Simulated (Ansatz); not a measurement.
Data:

SiO₂:
```cif
data_O6Si3
_chemical_formula_sum 'Si3 O6'
_space_group_name_H-M_alt 'P 1'
_space_group_IT_number 1
_cell_length_a 4.92029
_cell_length_b 4.92029
_cell_length_c 5.41615
_cell_angle_alpha 90.000
_cell_angle_beta 90.000
_cell_angle_gamma 120.000
loop_
_space_group_symop_operation_xyz
  'x, y, z'
loop_
_atom_site_label
_atom_site_type_symbol
_atom_site_fract_x
_atom_site_fract_y
_atom_site_fract_z
_atom_site_occupancy
Si1 Si 0.46894 0.00000 0.66667 1
Si2 Si 0.00000 0.46894 0.33333 1
Si3 Si 0.53106 0.53106 0.00000 1
O1 O 0.41316 0.26907 0.78454 1
O2 O 0.73093 0.14408 0.45121 1
O3 O 0.85592 0.58684 0.11787 1
O4 O 0.26907 0.41316 0.21546 1
O5 O 0.14408 0.73093 0.54879 1
O6 O 0.58684 0.85592 0.88213 1
```

This is the r²SCAN-relaxed structure.

Problem. All from r²SCAN in the plane-wave PAW code Ansatz, unless another level is named. Predict the smallest direct gap on the standard path.

Solution. 6.88 eV.

Problem. What about the conduction-band minimum?

Solution. at Γ.

Problem. Predict the weight of the conduction-edge state by species (Voronoi cells).

Solution. O 78 %, Si 22 %.

Problem. Predict the valence-band maximum.

Solution. at K.

Space group P3_221. The r²SCAN relaxation kept the symmetry of its start; phonons on a q-mesh show no instability.

Potentials: the later of the program's two PAW sets.
